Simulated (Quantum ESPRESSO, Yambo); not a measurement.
G0W0 results for CsCdCl3

```
CsCdCl3
1.0
    5.26440     0.00000     0.00000
    0.00000     5.26440     0.00000
    0.00000     0.00000     5.26440
Cl Cd Cs
3 1 1
Direct
  0.00000   0.50000   0.50000
  0.50000   0.00000   0.50000
  0.50000   0.50000   0.00000
  0.50000   0.50000   0.50000
  0.00000   0.00000   0.00000
```

The geometry is that of Materials Project entry mp-568544, symmetrised and not relaxed again.

Starting point: norm-conserving LDA (Quantum ESPRESSO, 102 Ry, no spin-orbit coupling). G0W0 in Yambo: 2×2×2 Γ-centred k mesh, bands 5 to 268 and a 8 Ry block in the screening, 268 bands in G with the Bruneval-Gonze terminator, plasmon pole fitted at 27.2 eV.

The LDA gap along the band path is 1.45 eV. The LDA gap between the mesh's edge points (R → Γ) is 1.45 eV and the G0W0 gap between the same points is 3.73 eV. The LDA smallest direct gap on the mesh (at Γ) comes out as 1.94 eV and the G0W0 direct gap at that point is 4.44 eV.

```
k point  band  E LDA (eV)  E QP (eV)  shift (eV)     Z
-------  ----  ----------  ---------  ----------  ----
Γ          VB       -0.49      -1.91       -1.43  0.79
Γ          CB        1.45       2.53        1.08  0.83
R          VB        0.00      -1.21       -1.21  0.79
R          CB        5.69       6.59        0.90  0.84
```

Energies count from the LDA valence-band maximum.

Nearest settings tried, and what they do to the gap: 207 bands in W, 207 bands in G: +31 meV; 6 Ry block (257 vectors against 437): -61 meV; 4×4×4 mesh: +105 meV. So the settings aren't converged at that level. The k mesh is coarse.

Spin-orbit splittings are left out. The cell is held in this high symmetry; tilts and polar distortions were not searched.
